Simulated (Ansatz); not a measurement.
Molecular dynamics on a 2×2×2 supercell (16 atoms) of CdS (zincblende), relaxed with r2SCAN. Forces come from r2SCAN in Ansatz 0.2.0: constant energy and volume (NVE), velocities drawn at 450 K, steps of 3 fs. Computed, non-magnetic; the trajectory is short and the cell small, so nothing here is a converged average.

```yaml
crystal:
  lattice:
    - [0.0, 5.87842968, 5.87842968]
    - [5.87842968, 0.0, 5.87842968]
    - [5.87842968, 5.87842968, 0.0]
  atoms:
    - { symbol: Cd, position: [0.0, 0.0, 0.0] }
    - { symbol: S, position: [0.125, 0.125, 0.125] }
    - { symbol: Cd, position: [0.0, 0.0, 0.5] }
    - { symbol: S, position: [0.125, 0.125, 0.625] }
    - { symbol: Cd, position: [0.0, 0.5, 0.0] }
    - { symbol: S, position: [0.125, 0.625, 0.125] }
    - { symbol: Cd, position: [0.0, 0.5, 0.5] }
    - { symbol: S, position: [0.125, 0.625, 0.625] }
    - { symbol: Cd, position: [0.5, 0.0, 0.0] }
    - { symbol: S, position: [0.625, 0.125, 0.125] }
    - { symbol: Cd, position: [0.5, 0.0, 0.5] }
    - { symbol: S, position: [0.625, 0.125, 0.625] }
    - { symbol: Cd, position: [0.5, 0.5, 0.0] }
    - { symbol: S, position: [0.625, 0.625, 0.125] }
    - { symbol: Cd, position: [0.5, 0.5, 0.5] }
    - { symbol: S, position: [0.625, 0.625, 0.625] }
kpoints:
  mp_grid: { grid: [2, 2, 2] }
hamiltonian:
  xc: r2scan
scf:
  occupations: { method: fermi_dirac, width: 0.039 }
md:
  ensemble: nve
  temperature: 450
  timestep: 3.0
  n_steps: 20
  initial_velocities: maxwell_boltzmann
  seed: 721
```

Run as `ansatz run input.yaml --threads 4 --pin off --max-ram 3686MiB --backend cpu --events-out ev --progress --plain --runs-dir out`.

```
step  t (fs)  T (K)  free energy F from step 0 (meV/atom)  kinetic energy (meV/atom)  largest force (eV/Å)
   0       0    450                                   0.0                       54.5                  0.00
   1       3    446                                   0.4                       54.1                  0.13
   2       6    436                                   1.7                       52.8                  0.25
   3       9    419                                   3.8                       50.8                  0.37
   4      12    397                                   6.4                       48.1                  0.48
   5      15    372                                   9.5                       45.1                  0.57
   6      18    345                                  12.8                       41.8                  0.66
   7      21    318                                  16.1                       38.5                  0.73
   8      24    292                                  19.2                       35.4                  0.81
   9      27    269                                  22.0                       32.7                  0.87
  10      30    251                                  24.2                       30.4                  0.92
  11      33    237                                  25.9                       28.7                  0.95
  12      36    228                                  27.0                       27.7                  0.96
  13      39    224                                  27.5                       27.2                  0.95
  14      42    225                                  27.4                       27.2                  0.95
  15      45    228                                  26.9                       27.7                  0.94
  16      48    235                                  26.2                       28.4                  0.93
  17      51    242                                  25.2                       29.3                  0.91
  18      54    250                                  24.3                       30.3                  0.88
  19      57    257                                  23.5                       31.1                  0.84
  20      60    262                                  22.8                       31.8                  0.81
```

The temperature starts at 450 K, is lowest at step 13 (224 K, 39 fs) and ends at 262 K. The atoms start on their lattice sites with kinetic energy alone, so much of it first passes into potential energy. The conserved energy stays within 0.10 meV an atom. By the last step the atoms have moved 0.15 Å in the root mean square, the drift of the whole cell taken out, 0.24 Å at most.

Positions (Å) and forces (eV/Å) at step 20:
```
Cd  -0.028   0.115   0.075     0.709  -0.047  -0.261
S    1.461   1.473   1.661    -0.030  -0.136  -0.113
Cd   2.838   2.887   0.120    -0.122  -0.061  -0.319
S    4.377   4.464   1.370    -0.122  -0.153   0.123
Cd   3.050  -0.143   3.077    -0.309   0.421  -0.245
S    4.440   1.495   4.384    -0.115  -0.056  -0.004
Cd   5.759   2.944   2.808     0.329  -0.239  -0.230
S    7.295   4.299   4.292     0.240  -0.199   0.383
Cd  -0.103   3.070   2.896     0.450   0.052   0.410
S    1.461   4.562   4.374     0.140  -0.308   0.115
Cd   3.142   5.945   2.944    -0.772   0.148   0.185
S    4.423   7.467   4.467     0.148  -0.241   0.068
Cd   2.948   2.874   5.854    -0.668   0.372  -0.252
S    4.343   4.450   7.253     0.131  -0.077  -0.052
Cd   5.953   5.749   5.792    -0.180   0.607   0.030
S    7.315   7.314   7.284     0.171  -0.083   0.163
```
